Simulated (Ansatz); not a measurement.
# VN2: a faulty run and its cure

Intended: VN2, PBE, plane waves and PAW in Ansatz. The input:

```yaml
crystal:
  lattice:
    - [-2.15075, 2.15075, 2.49135]
    - [2.15075, -2.15075, 2.49135]
    - [2.15075, 2.15075, -2.49135]
  atoms:
    - { symbol: V, position: [0.25, 0.25, 0.0] }
    - { symbol: V, position: [0.75, 0.75, 0.0] }
    - { symbol: "N", position: [0.1151, 0.6151, 0.7302] }
    - { symbol: "N", position: [0.6151, 0.8849, 0.5] }
    - { symbol: "N", position: [0.8849, 0.3849, 0.2698] }
    - { symbol: "N", position: [0.3849, 0.1151, 0.5] }
basis:
  ecutwfc: 420
kpoints:
  mp_grid: { grid: [12, 12, 12] }
hamiltonian:
  xc: pbe
scf:
  occupations: { method: gaussian, width: 0.1 }
  max_iter: 2
  convergence: { accept_max_iter: true }
  initial_density: { chi_scale: 0, normalization: atom }
output:
  forces: true
  stress: true
  eigenvalues: true
```

Command:

```bash
ansatz run input.yaml --threads 1 --pin off --max-ram 2560MiB --backend cpu --events-out ev --progress --plain --runs-dir out
```

The program printed (HF is the Harris–Foulkes energy, dr2 the density residual in eV):

```text
Warning: output.stress: scf.convergence.accept_max_iter lets an SCF close with its threshold on dr2 unmet. What such a close leaves in the stress no threshold then bounds, and a free energy that looks settled does not show it. To mend it, remove scf.convergence.accept_max_iter
Pseudopotential: V, paw, valence charge 13, recommended cutoff 420 eV (normal)
Pseudopotential: N, paw, valence charge 5, recommended cutoff 420 eV (normal)
Crystal: 6 atoms, lattice volume = 46.097 Å³
Basis set: ecut = 420 eV, 873 PW (Γ), exchange–correlation on 54×54×54 points (8 copies of the dense FFT grid, shifted against one another)
Bands: 29, of which v1, the nominal top of the filled ones, is band 23 counted from 1 (22 counted from 0)
Symmetry: 16 space group operations
Space group: I4/mcm (ITA 140), of the structure as read, at distance tolerance 3.6e-5 Å
k-points: 163 of 1728
Initial density: superposition of atomic densities
SCF iter   1: HF=-7366.577146 eV  Δρ=2.16e-1  dr2=2.15e1
SCF iter   2: F=-7361.533444 eV  HF=-7362.985936 eV  Δρ=6.79e-2  dr2=1.99e0
stopped at the declared iteration budget: scf.max_iter = 2 spent with dr2 = 2.0e0 eV against the standard gate 1.0e-7 eV (scf.convergence.accept_max_iter; the run is reported unconverged — every observable carries the unconverged density's error)
SCF 1 stopped at its iteration budget after 2 iterations (unconverged): F = -7361.533444 eV  dr2 = 1.99e0
SCF stopped at the declared iteration budget after 2 iterations (unconverged)
Free energy (F): -7361.533444 eV
E sigma→0 (E₀):  -7361.528570 eV
Entropy (-TS):   -0.009749 eV (-1.625 meV/atom)
Fermi energy:    17.511401 eV
--- Forces (eV/Å), atoms counted from 1 ---
  atom   1  V     -0.00000000    -0.00000000     0.00000000
  atom   2  V      0.00000000     0.00000000     0.00000000
  atom   3  N     -0.32342579    -0.32342579     0.00000000
  atom   4  N      0.32342579    -0.32342579     0.00000000
  atom   5  N      0.32342579     0.32342579     0.00000000
  atom   6  N     -0.32342579     0.32342579     0.00000000
--- Stress (GPa, compression-positive) ---
        1.256536       0.000000       0.000000
        0.000000       1.256536       0.000000
        0.000000       0.000000      -1.818956
  P = ⅓ Tr σ = 0.2314 GPa (2.314 kbar)
```

Task: Name the fault and the cure.

Result: The fault is an unconverged density accepted at the iteration limit. The numbers come from a density that isn't self-consistent. The cure is a higher limit and no acceptance.

Fix (which also takes the starting density of the reference run):

```diff
 scf:
-  max_iter: 2
-  convergence: { accept_max_iter: true }
-  initial_density: { chi_scale: 0, normalization: atom }
```

The mended run converges, with a pressure of -0.93 GPa, a largest force of 0.412 eV/Å, no gap.

The mended run took 17 s on 1 thread of Intel(R) Xeon(R) Platinum 8259CL CPU @ 2.50GHz (Skylake/Cascade Lake) (shared host), peak memory 0.48 GiB.